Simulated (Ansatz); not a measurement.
KAlH₄:
```
CELL_PARAMETERS angstrom
     -2.59911     2.59911     5.94750
      2.59911    -2.59911     5.94750
      2.59911     2.59911    -5.94750
ATOMIC_POSITIONS crystal
  K  0.25000 0.75000 0.50000
  K  0.50000 0.50000 0.00000
  H  0.78795 0.40482 0.84756
  H  0.15482 0.80727 0.11687
  H  0.55727 0.94040 0.15244
  H  0.69040 0.03795 0.88313
  H  0.96205 0.84518 0.65244
  H  0.59518 0.44273 0.38313
  H  0.19273 0.30960 0.34756
  H  0.05960 0.21205 0.61687
  Al 0.75000 0.25000 0.50000
  Al 0.00000 0.00000 0.00000
```

Relaxed with LDA. Special points in fractions of this cell's reciprocal vectors: Γ (0.000, 0.000, 0.000); X (0.000, 0.000, 0.500); P (0.250, 0.250, 0.250); N (0.000, 0.500, 0.000); M (0.500, 0.500, -0.500); S (0.298, 0.702, -0.298); S0 (-0.298, 0.298, 0.298); R (-0.095, 0.095, 0.500); G (0.500, 0.500, -0.095).

Q: List the band energies nearest the valence-band maximum at these points for the program Ansatz at the LDA level (PAW).

A: In eV from the valence-band maximum; about four levels below and three above (degenerate sets whole), none deeper than 8.9 eV; points with the same levels are listed once.

```json
[
 {"k": "Γ", "below": "-0.97 -0.97 -0.56 -0.56 -0.35", "above": "4.30 4.99 5.56"},
 {"k": "X", "below": "-1.33 -1.33 -0.60 -0.60", "above": "5.01 5.01 6.38 6.38"},
 {"k": "P", "below": "-1.06 -1.06 -0.74 -0.74", "above": "5.36 5.36 5.77 5.77"},
 {"k": "N", "below": "-1.08 -0.67 -0.47 -0.25", "above": "5.20 5.44 5.75"},
 {"k": "M", "below": "-0.82 -0.82 -0.19 -0.19", "above": "4.93 4.93 5.29 5.29"},
 {"k": "S", "below": "-0.92 -0.81 -0.50 -0.30", "above": "4.93 5.45 5.68"},
 {"k": "R", "below": "-1.15 -0.99 -0.60 -0.57", "above": "5.08 5.14 5.76"}
]
```

Space group I4_1/a. The workflow started from an entry of the Crystallography Open Database (COD), which files this formula under 2 space groups. Its standing as an ambient phase is unchecked. The cell was relaxed with LDA under the symmetry of its start; phonons on a q-mesh show no instability.

Potentials: the later of the program's two PAW sets.
